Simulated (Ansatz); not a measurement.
TaTe:
```cif
data_Ta2Te2
_chemical_formula_sum 'Ta2 Te2'
_space_group_name_H-M_alt 'P 1'
_space_group_IT_number 1
_cell_length_a 4.79066
_cell_length_b 3.39656
_cell_length_c 4.90038
_cell_angle_alpha 90.000
_cell_angle_beta 90.000
_cell_angle_gamma 90.000
loop_
_space_group_symop_operation_xyz
  'x, y, z'
loop_
_atom_site_label
_atom_site_type_symbol
_atom_site_fract_x
_atom_site_fract_y
_atom_site_fract_z
_atom_site_occupancy
Ta1 Ta 0.25000 0.00000 0.77992 1
Ta2 Ta 0.75000 0.00000 0.22008 1
Te1 Te 0.25000 0.50000 0.25690 1
Te2 Te 0.75000 0.50000 0.74310 1
```

Relaxed with r²SCAN.

### Question
Tabulate the valence density and the electron localisation function along the shortest Ta–Ta contact (3.22 Å), r²SCAN in the plane-wave PAW code Ansatz.

### Answer


| distance from Ta (Å) | density (e/Å³) | ELF |
|---|---|---|
| 0.32 | 4.41 | 0.40 |
| 0.48 | 4.30 | 0.69 |
| 0.64 | 3.13 | 0.75 |
| 0.81 | 1.72 | 0.64 |
| 0.97 | 0.78 | 0.41 |
| 1.13 | 0.43 | 0.30 |
| 1.29 | 0.31 | 0.38 |
| 1.45 | 0.27 | 0.51 |
| 1.61 | 0.26 | 0.57 |
| 1.77 | 0.27 | 0.51 |
| 1.93 | 0.31 | 0.38 |
| 2.10 | 0.43 | 0.30 |
| 2.26 | 0.78 | 0.41 |
| 2.42 | 1.72 | 0.64 |
| 2.58 | 3.13 | 0.75 |
| 2.74 | 4.30 | 0.69 |
| 2.90 | 4.41 | 0.40 |

The density is the valence pseudo-density with augmentation charge, so density and ELF within about 1 Å of a nucleus are not all-electron values.

Space group Pmma. The start of the workflow was typed in or built on a structure type; neither database checked (COD, Materials Project) lists it. Its standing as an ambient phase is unchecked. The cell keeps a stress of up to 0.2 GPa. The cell was relaxed with r²SCAN under the symmetry of its start; its stability against distortions is not shown here. No spin polarisation was allowed. Its formation energy is positive at this level, so the cell may be metastable or incomplete. Spin–orbit coupling is left out wherever it is not named.

Potentials: the later of the program's two PAW sets.
